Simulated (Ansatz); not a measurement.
CdS (wurtzite), relaxed with HSE06 (Ansatz, a quantum-chemistry and plane-wave program, plane waves, PAW): a = b = 4.170 Å, c = 6.776 Å, α = β = 90.00°, γ = 120.00°.

- gap (eV) = 2.18
- B₀ by P(V) fit (GPa) = 59.3

Q: The same phase is relaxed and computed with r²SCAN in the same code. What are the cell and these values now?

A: a = b = 4.164 Å, c = 6.767 Å, α = β = 90.00°, γ = 120.00°.

- gap (eV) = 1.63
- B₀ by P(V) fit (GPa) = 60.3

All cells were relaxed under the symmetry of their starts (and spin orders); stability against distortions was not tested throughout. Spin–orbit coupling is left out wherever it is not named.

Potentials: the later of the program's two PAW sets.

Ansatz is a plane-wave DFT program.
